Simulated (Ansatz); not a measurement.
GaP:
```cif
data_Ga4P4
_chemical_formula_sum 'P4 Ga4'
_space_group_name_H-M_alt 'F-43m'
_space_group_IT_number 216
_space_group_name_Hall 'F -4 2 3'
_cell_length_a 5.45137
_cell_length_b 5.45137
_cell_length_c 5.45137
_cell_angle_alpha 90.000
_cell_angle_beta 90.000
_cell_angle_gamma 90.000
loop_
_atom_site_label
_atom_site_type_symbol
_atom_site_symmetry_multiplicity
_atom_site_Wyckoff_symbol
_atom_site_fract_x
_atom_site_fract_y
_atom_site_fract_z
_atom_site_occupancy
P1 P 4 c 0.25000 0.25000 0.25000 1
Ga1 Ga 4 a 0.00000 0.00000 0.00000 1
```
(The calculation used a cell of 2 atoms; values per cell refer to that cell.)

Relaxed with r²SCAN.

### Question
Which orbitals make up the states near the band edges in the program Ansatz at the r²SCAN level (PAW)?

### Answer
Top 1 eV of the valence band: P 3p 78 %, Ga 4p 19 %. Bottom 1 eV of the conduction band: Ga 4p 32 %, Ga 4s 21 %, P 3p 19 %, P 3s 15 %, outside the projected shells 12 %. Projections are on Löwdin-orthogonalised atomic valence shells; empty p or d shells of many metals are not among them.

### Question
Tabulate the density of states.

### Answer
States/eV per cell of 2 atoms, in 0.25 eV bins, energy from the valence-band maximum.

```
E (eV)  total  P 3p  Ga 4p  Ga 4s
------  -----  ----  -----  -----
-7.85    0.00  0.00   0.00   0.00
-7.60    0.00  0.00   0.00   0.00
-7.35    0.00  0.00   0.00   0.00
-7.10    0.00  0.00   0.00   0.00
-6.85    0.42  0.20   0.02   0.20
-6.60    2.17  0.98   0.20   0.89
-6.35    1.16  0.52   0.13   0.42
-6.10    0.75  0.34   0.09   0.25
-5.85    0.55  0.25   0.06   0.17
-5.60    0.46  0.21   0.05   0.13
-5.35    0.37  0.17   0.04   0.10
-5.10    0.32  0.15   0.04   0.08
-4.85    0.28  0.13   0.03   0.07
-4.60    0.23  0.11   0.03   0.06
-4.35    0.20  0.10   0.02   0.05
-4.10    0.42  0.23   0.11   0.04
-3.85    1.24  0.72   0.41   0.05
-3.60    1.06  0.62   0.33   0.06
-3.35    1.02  0.60   0.31   0.06
-3.10    1.14  0.69   0.35   0.05
-2.85    1.41  0.88   0.43   0.05
-2.60    1.53  0.98   0.46   0.04
-2.35    1.47  0.96   0.43   0.04
-2.10    1.41  0.94   0.40   0.03
-1.85    1.37  0.93   0.37   0.03
-1.60    1.34  0.94   0.35   0.02
-1.35    1.30  0.94   0.32   0.01
-1.10    0.96  0.71   0.22   0.01
-0.85    0.62  0.47   0.13   0.01
-0.60    0.44  0.34   0.08   0.00
-0.35    0.28  0.22   0.04   0.00
-0.10    0.08  0.07   0.01   0.00
0.15     0.00  0.00   0.00   0.00
0.40     0.00  0.00   0.00   0.00
0.65     0.00  0.00   0.00   0.00
0.90     0.00  0.00   0.00   0.00
1.15     0.00  0.00   0.00   0.00
1.40     0.00  0.00   0.00   0.00
1.65     0.00  0.00   0.00   0.00
1.90     0.05  0.01   0.02   0.01
2.15     0.27  0.04   0.11   0.05
2.40     0.58  0.11   0.19   0.12
2.65     0.88  0.18   0.26   0.20
2.90     1.28  0.28   0.36   0.30
3.15     1.99  0.48   0.54   0.48
3.40     1.59  0.42   0.42   0.37
3.65     1.15  0.33   0.30   0.24
3.90     0.80  0.24   0.21   0.15
4.15     0.85  0.20   0.30   0.11
4.40     0.93  0.18   0.40   0.10
4.65     1.02  0.20   0.49   0.08
4.90     2.49  0.50   1.23   0.13
5.15     1.46  0.34   0.67   0.10
5.40     1.21  0.29   0.56   0.08
5.65     1.07  0.25   0.51   0.06
5.90     1.52  0.35   0.65   0.08
6.15     1.26  0.28   0.53   0.06
6.40     1.16  0.24   0.48   0.05
6.65     1.37  0.30   0.56   0.07
```

The r²SCAN relaxation kept the symmetry of its start. Scalar-relativistic: spin–orbit coupling is off unless named, which matters more the heavier the elements.

Potentials: the later of the program's two PAW sets.
